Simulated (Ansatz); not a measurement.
One stationary structure of La$_{2}$O$_{3}$. Level of theory: PBE (plane waves to 420 eV, PAW, scalar-relativistic; Ansatz, a first-principles code).

```xyz
5
Lattice="3.9404 0.0000 0.0000 -1.9702 3.4125 0.0000 0.0000 0.0000 6.1883" Properties=species:S:1:pos:R:3 pbc="T T T"
La     0.0000     2.2750     4.6250
La     1.9702     1.1375     1.5633
O      0.0000     0.0000     3.0942
O      1.9702     1.1375     5.2891
O      0.0000     2.2750     0.8992
```

Question: Determine the symmetry and give the standard cell with its independent sites.

Answer: Space group P-3m1 (No. 164); a = b = 3.9404 Å, c = 6.1883 Å, α = β = 90.00°, γ = 120.00°

```csv
atom,site,symmetry,x,y,z
La,2d,3m.,0.6667,0.3333,0.2526
O,1b,-3m.,0.0000,0.0000,0.5000
O,2d,3m.,0.3333,0.6667,0.1453
```

Question: Give the shortest distances between elements (the closest pairs, up to four, under 3.6 Å).

Answer: La–O 2.37 Å; O–O 2.90 Å.

- Volume per atom: 16.64 Å³
- Density: 6.50 g/cm³
- Band gap: 3.83 eV, indirect (valence top at L, conduction bottom at M) (no spin-orbit coupling)
- Smallest direct gap: 3.97 eV at K

No spin polarisation in the result.

The run could not lose the symmetry of its start; a randomly shaken copy of 10 atoms returns to this structure.

The first start was generated by placing the elements on the sites of a structure type. Materials Project lists a structure of La2O3 in the same space group, P-3m1 (No. 164); the sites were not compared with it, nor with measured phases.
